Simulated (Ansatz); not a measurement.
Input:

GaNi₃N (anti-perovskite, space group No. 221), a = b = c = 3.745 Å, α = β = γ = 90.00°.

This is the r²SCAN-relaxed structure.

All from r²SCAN (plane waves, PAW; program Ansatz), unless another level is named. Give the Poisson's ratio.

0.35.

Predict the elastic constants (relaxed ions, GPa).

C11 = 359, C12 = 142, C44 = 53.3.

Space group Pm-3m (anti-perovskite). The cell is a constructed one: a structure type filled with these elements; neither database checked (COD, Materials Project) lists it. Whether it is the stable phase at ambient conditions was not checked. The cell was relaxed with r²SCAN under the symmetry of its start; its stability against distortions is not shown here. The workflow began spin-polarised and lost its moments. As this level gives no gap, shear constants depend on the k-mesh and smearing (Fermi–Dirac, 0.1 eV here).

Potentials: the later of the program's two PAW sets.
